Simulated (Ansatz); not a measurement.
All numbers below come from DFT PBE, scalar-relativistic, plane waves, PAW in Ansatz. All cells share a 420 eV cutoff and Γ-centred k meshes spaced at most about 0.3 Å⁻¹ (about 0.25 or finer for metals, 2π included). No spin polarisation in the final relaxations.

All energies are static (0 K, no zero-point motion).

Two forms of AlGa3As2 were relaxed alike.

A.

```xyz
6
Lattice="1.9220 1.1097 9.4266 -1.9220 1.1097 9.4266 0.0000 -2.2194 9.4266" Properties=species:S:1:pos:R:3 pbc="T T T"
Al    0.0000    0.0000   14.1400
Ga    0.0000    0.0000    0.0000
Ga    0.0000    0.0000   11.1661
Ga    0.0000    0.0000   17.1138
As    0.0000    0.0000   22.0934
As    0.0000    0.0000    6.1865
```

B.

```xyz
6
Lattice="2.6000 1.5011 5.1916 -2.6000 1.5011 5.1916 0.0000 -3.0023 5.1916" Properties=species:S:1:pos:R:3 pbc="T T T"
Al    0.0000    0.0000    7.7874
Ga   -1.3000   -0.7506    5.1916
Ga    1.3000   -0.7506    5.1916
Ga    0.0000    1.5011    5.1916
As    0.0000    0.0000    2.6521
As    0.0000    0.0000   12.9226
```

Task: Which would you expect to be lower, and how large is the difference?

Result: A is lower, by 0.34 eV/atom. A has space group R-3m (No. 166), 20.1 Å³/atom and no gap on its mesh; B has space group R-3m (No. 166), 20.3 Å³/atom and no gap. Counting As atoms around Al and Ga (those within 1.25 times the shortest such distance or 1.15 times the sum of covalent radii; the shortest distance is added where it is long for a bond; a slash parts the counts of unlike sites), A has Al 6, Ga 3/6 from 3.9 Å and B has Al 6 from 3.0 Å, Ga 2 from 2.9 Å. In A, Al has 6 As at 2.66 Å and 2 Ga at 2.97 Å; around Ga on a site of symmetry -3m lie 6 Ga at 2.82 Å; around As lie 3 Al at 2.66 Å and 3 Ga at 2.68 Å; 1 more site not described. In B, Al is surrounded by 6 Ga at 3.00 Å and 6 As at 3.00 Å; Ga is surrounded by 4 Ga at 2.60 Å, 2 As at 2.95 Å, 2 Al at 3.00 Å and 4 As at 3.71 Å; As is surrounded by 3 Ga at 2.95 Å, 3 Al at 3.00 Å, 3 As at 3.00 Å and 6 Ga at 3.71 Å. Both come from invented guesses.

Cells relaxed within their symmetry can be saddle points.
